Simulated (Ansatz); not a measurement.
Ge (diamond)

```yaml
crystal:
  lattice:
    - [0.00000, 2.83729, 2.83729]
    - [2.83729, 0.00000, 2.83729]
    - [2.83729, 2.83729, 0.00000]
  atoms:
    - { symbol: Ge, position: [0.00000, 0.00000, 0.00000] }
    - { symbol: Ge, position: [0.25000, 0.25000, 0.25000] }
```

Two-dimensional scan of atom 1 (Ge, nearest neighbour Ge at 2.457 Å; its periodic images, 4.0 Å or more away, move with it): u runs along (1.000, 0.000, 0.000), v along (0.000, 1.000, 0.000) (Cartesian). Cell and other atoms are fixed.

Method: r2SCAN (plane waves to 500 eV, PAW, scalar-relativistic; Ansatz, a quantum-chemistry and plane-wave program). k mesh 8×8×8 (Γ-centred), Fermi-Dirac smearing 0.05 eV. E stands for the smeared free energy. As the smearing reaches across the gap at some points, energies and forces of such displacements shift with the k mesh and the smearing. Ge was relaxed with its symmetry unable to fall. ΔE is measured from the undisplaced structure. Axes are in Å.

The scan covers u from -0.610 to 0.610 Å in 5 points and v from -0.610 to 0.610 Å in 5 points.

### Question
Is the undisplaced position a minimum, a maximum or a saddle of this map?

### Answer
A minimum.

### Question
What are the two principal curvatures of the energy at the centre?

### Answer
11.0 eV/Å², isotropic.

(A displaced cell: forces are minus the slopes of the energy, force constants its curvatures, and phonons follow from these.)
